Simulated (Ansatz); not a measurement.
Zn2SeS:
```xyz
4
Lattice="3.8856 0.0000 0.0000 0.0000 3.8856 0.0000 0.0000 0.0000 5.4931" Properties=species:S:1:pos:R:3 pbc="T T T"
Zn     1.9428     0.0000     4.1930
Zn     0.0000     1.9428     1.3001
Se     0.0000     0.0000     2.7465
S      1.9428     1.9428     0.0000
```

Relaxed with PBEsol. Independent-particle spectrum: no excitons, no local fields, no scissors shift; 0.1 eV broadening; ε₁ of the summed bands alone.

Question: Tabulate the dielectric function from plane-wave PAW PBEsol (Ansatz code).

Answer: 

| E (eV) | ε₁ xx | ε₂ xx | ε₁ zz | ε₂ zz |
|---|---|---|---|---|
| 0.0 | 7.08 | 0.00 | 7.09 | 0.00 |
| 0.4 | 7.13 | 0.00 | 7.13 | 0.00 |
| 0.8 | 7.28 | 0.00 | 7.28 | 0.00 |
| 1.2 | 7.58 | 0.00 | 7.58 | 0.00 |
| 1.6 | 8.37 | 0.33 | 8.34 | 0.16 |
| 2.0 | 8.35 | 0.98 | 8.46 | 0.99 |
| 2.4 | 8.55 | 1.22 | 8.61 | 1.30 |
| 2.8 | 9.10 | 1.48 | 9.05 | 1.60 |
| 3.2 | 10.27 | 2.13 | 9.95 | 2.12 |
| 3.6 | 10.73 | 5.45 | 11.89 | 4.12 |
| 4.0 | 9.10 | 5.84 | 8.83 | 6.87 |
| 4.4 | 8.65 | 6.49 | 8.11 | 6.06 |
| 4.8 | 8.57 | 6.81 | 9.48 | 5.97 |
| 5.2 | 10.57 | 8.57 | 13.30 | 10.43 |
| 5.6 | 7.04 | 16.53 | 1.66 | 15.93 |
| 6.0 | -1.79 | 12.08 | -1.02 | 11.37 |
| 6.4 | -0.66 | 8.36 | -0.81 | 8.71 |
| 6.8 | 0.19 | 8.05 | -0.19 | 8.00 |
| 7.2 | -0.23 | 9.32 | 0.24 | 8.68 |
| 7.6 | -2.74 | 7.47 | -2.96 | 7.43 |
| 8.0 | -3.44 | 5.78 | -3.24 | 5.80 |
| 8.4 | -3.23 | 4.48 | -3.23 | 4.40 |
| 8.8 | -2.92 | 3.58 | -2.84 | 3.55 |
| 9.2 | -2.50 | 2.85 | -2.46 | 2.82 |
| 9.6 | -1.93 | 2.35 | -1.85 | 2.37 |
| 10.0 | -1.43 | 2.52 | -1.51 | 2.55 |
| 10.4 | -1.73 | 2.54 | -1.60 | 2.58 |
| 10.8 | -1.86 | 1.96 | -1.81 | 1.97 |
| 11.2 | -1.54 | 1.47 | -1.55 | 1.53 |
| 11.6 | -1.17 | 1.40 | -1.15 | 1.44 |
| 12.0 | -1.12 | 1.47 | -1.14 | 1.44 |

Question: From ε at 2.5 eV (xx: 8.65 + 1.28i), find n, k, the normal reflectivity and the absorption coefficient.

Answer: n = 2.95, k = 0.217, R = 25 %, α = 2kE/ħc = 55000 cm⁻¹.

With all bands, ε∞ without local fields is 7.18 (xx = yy), 7.19 (zz). DFPT, with local fields, gives 6.74 (xx = yy), 6.73 (zz).

Space group P-4m2. The first step of the workflow began from a Materials Project structure, measured or hypothetical; the Crystallography Open Database copy checked does not list it. Whether it is the stable phase at ambient conditions was not checked. Symmetry was held in the PBEsol relaxation; of distortions, only those at the zone centre were tested. Scalar-relativistic: spin–orbit coupling is off unless named, which matters more the heavier the elements.

Potentials: the later of the program's two PAW sets.
